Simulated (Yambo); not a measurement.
Yambo run on CO₂ (space group P4_2/mnm, No. 136). The wavefunctions come from this Quantum ESPRESSO step (PBEsol, PseudoDojo standard norm-conserving files, scalar-relativistic):

```
&CONTROL
  calculation = 'nscf'
  pseudo_dir = './pseudo'
  outdir = './out'
/
&SYSTEM
  ibrav = 0
  nat = 6
  ntyp = 2
  ecutwfc = 84.0
  ecutrho = 336.0
  occupations = 'fixed'
  force_symmorphic = .true.
  nbnd = 122
/
&ELECTRONS
  conv_thr = 6.000000000000001e-09
  diago_full_acc = .true.
  diago_thr_init = 1e-08
/
ATOMIC_SPECIES
C 12.0110 C.upf
O 15.9990 O.upf
CELL_PARAMETERS angstrom
  4.377834741000   0.000000000000   0.000000000000
  0.000000000000   4.377834741000   0.000000000000
  0.000000000000   0.000000000000   4.767368215000
ATOMIC_POSITIONS crystal
C   0.500000000000   0.500000000000   0.500000000000
C   0.000000000000   0.000000000000   0.000000000000
O   0.311565530500   0.688434469500   0.500000000000
O   0.688434469500   0.311565530500   0.500000000000
O   0.811565530500   0.811565530500   0.000000000000
O   0.188434469500   0.188434469500   0.000000000000
K_POINTS automatic
4 4 4 0 0 0
```

Yambo input:

```
rim_cut
gw0
dyson
el_el_corr
HF_and_locXC
ppa
em1d
RandQpts= 1000000
RandGvec= 1 Ry
EXXRLvcs= 84 Ry
VXCRLvcs= 336 Ry
Chimod= "HARTREE"
% BndsRnXp
 1 | 121 |
%
NGsBlkXp= 7 Ry
% LongDrXp
 1.0 | 1.0 | 1.0 |
%
PPAPntXp= 27.2114 eV
% GbndRnge
 1 | 121 |
%
GTermKind= "BG"
DysSolver= "n"
ExtendOut
% QPkrange
 1 | 1 | 16 | 17 |
 3 | 3 | 16 | 17 |
 7 | 7 | 16 | 17 |
 9 | 9 | 16 | 17 |
 16 | 16 | 16 | 17 |
 18 | 18 | 16 | 17 |
%
```

k points by index: 1 = Γ, 3 = Z, 7 = X, 9 = R, 16 = M, 18 = A.

The o-*.qp file then holds:

```
#    K-point    Band    Eo [eV]    E [eV]    E-Eo [eV]    Vxc [eV]    Vnlxc [eV]    Sc|Eo [eV]    Sc|E [eV]    dSc/dw|Eo [eV]    Re(Z)    Im(Z)
#
    1    16    -0.371998    -2.718914    -2.346916    -19.29460    -24.81322    2.713632    3.171704    -5.310945    0.836698    -0.901930E-3
    1    17    6.569080    8.028640    1.459560    -9.655300    -5.205035    -2.815267    -2.990704    -3.270634    0.892702    -0.645282E-3
    3    16    -0.376619    -2.714389    -2.337769    -19.27567    -24.79068    2.720718    3.177242    -5.313696    0.836627    -0.902121E-3
    3    17    7.950335    10.64782    2.697483    -13.41846    -7.556077    -2.765283    -3.164902    -4.031126    0.870972    -0.739425E-3
    7    16    -0.386751    -2.728145    -2.341394    -19.28912    -24.80839    2.720399    3.177874    -5.316536    0.836554    -0.904061E-3
    7    17    8.189693    11.28816    3.098471    -15.75173    -9.707233    -2.436853    -2.946027    -4.471568    0.858864    -0.803242E-3
    9    16    -0.196926    -2.516071    -2.319145    -19.56296    -25.03992    2.703637    3.157815    -5.328843    0.836237    -0.904445E-3
    9    17    8.057577    11.33815    3.280570    -16.36145    -10.12923    -2.398890    -2.951650    -4.584891    0.855803    -0.811515E-3
    16    16    -0.001911    -2.283535    -2.281624    -19.84332    -25.25785    2.684830    3.132905    -5.343707    0.835855    -0.905806E-3
    16    17    8.312536    11.65467    3.342135    -16.61498    -10.20910    -2.492070    -3.063741    -4.654388    0.853937    -0.876118E-3
    18    16    0.000000    -2.280949    -2.280949    -19.84897    -25.26328    2.685350    3.133356    -5.344462    0.835836    -0.905278E-3
    18    17    7.839121    10.86361    3.024492    -15.28909    -9.328710    -2.452193    -2.935893    -4.351761    0.862125    -0.776334E-3
```
(The two width columns are left out.) Convergence of these settings isn't established.

Geometry relaxed with PBE+D3(BJ).

The structure is a Materials Project entry; no match was found in the copy of COD used, and its stability was not checked.
